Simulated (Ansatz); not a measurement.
MnBr₂ (CdI2 type, P-3m1), DFT-r²SCAN+D4 in the program Ansatz with PAW potentials. The conduction-band minimum lies at M, with 3 equivalent valleys. Second derivatives d²E/dk² of the lowest band at one valley (eV·Å²), along Cartesian directions:

| direction | d²E/dk² |
|---|---|
| [100] | 13.34 |
| [010] | 2.552 |
| [001] | 0.5114 |
| [110] | 7.950 |
| [101] | 6.929 |
| [011] | 1.286 |

Find the principal effective masses, the density-of-states mass and the conductivity mass.

Off-diagonal terms follow from H_xy = H[110] − (H_xx + H_yy)/2, and m*/mₑ = 7.620 eV·Å² over each eigenvalue: 0.57, 3.0, 16. One valley's DOS mass (m₁m₂m₃)^(1/3) = 3.0, conductivity mass 3/(Σ 1/mᵢ) = 1.4 mₑ.

What effective density of states Nc follows at 300 K for parabolic valleys?

Nc = 2.509e19 × 3 × (3.0)^(3/2) / 2 (one spin channel) ≈ 2.0e20 cm⁻³.

The first step of the workflow began from a Materials Project structure, measured or hypothetical; the Crystallography Open Database files this formula in space group No. 164, but the cells were not matched. Whether it is the stable phase at ambient conditions was not checked. The cell was relaxed with r²SCAN+D4 under the symmetry of its start; whether a distortion lowers the energy is not shown. Magnetic state: ferromagnetic, chosen from 5 collinear starts compared on coarse meshes (ties went to the first, and starts can fall back to one state), not a proven ground state. Other orbital occupations within this spin state were not tried. No Hubbard U is applied. Scalar-relativistic: spin–orbit coupling is off unless named, which matters more the heavier the elements.

Potentials: the later of the program's two PAW sets.

Edges and masses are those of Kohn–Sham bands, whose gap is no quasiparticle gap.
